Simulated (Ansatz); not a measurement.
The start is a generated cell, Ti built in the fcc structure type. Cell shape, volume and atoms are optimised at zero target pressure with r2SCAN (plane waves to 500 eV, PAW, scalar-relativistic; Ansatz, a first-principles code). The first steps use a coarse 13×13×13 k-mesh.

Starting cell:
```yaml
crystal:
  lattice:
    - [0.00000, 2.06663, 2.06663]
    - [2.06663, 0.00000, 2.06663]
    - [2.06663, 2.06663, 0.00000]
  atoms:
    - { symbol: Ti, position: [0.00000, 0.00000, 0.00000] }
```

```yaml
outcome: The space group stays Fm-3m (No. 225) (the run could not lower it); the end is fcc (Cu type), with 1 atom in the primitive cell
energy_released: under 0.01 eV/atom
volume_change: -1.6 %, from 17.65 to 17.37 Å³/atom
Shortest distances (start → end): "The closest pairs of elements (up to four, under 3.6 Å), start → end: Ti–Ti 2.92 → 2.91 Å"
band_gap_at_the_end: no gap (metallic)
optimiser_moves: 5
```

It ends as:

```cif
data_Ti4
_chemical_formula_sum 'Ti4'
_space_group_name_H-M_alt 'Fm-3m'
_space_group_IT_number 225
_space_group_name_Hall '-F 4 2 3'
_cell_length_a 4.11118
_cell_length_b 4.11118
_cell_length_c 4.11118
_cell_angle_alpha 90.000
_cell_angle_beta 90.000
_cell_angle_gamma 90.000
loop_
_atom_site_label
_atom_site_type_symbol
_atom_site_symmetry_multiplicity
_atom_site_Wyckoff_symbol
_atom_site_fract_x
_atom_site_fract_y
_atom_site_fract_z
_atom_site_occupancy
Ti1 Ti 4 a 0.00000 0.00000 0.00000 1
```
(The calculation used a cell of 1 atom; values per cell refer to that cell.)

Final values are on a 19×19×19 k-mesh of the relaxed cell. No spin polarisation in the result.

The run could not lose the symmetry of its start: the end is stationary, and may be a saddle point rather than a minimum.

The relaxed structure here is a generated cell of Ti: the first start was made by placing the elements on the sites of a structure type, and the end was not matched to a known phase here, so it may be hypothetical. Known forms of Ti include space group No. 194.
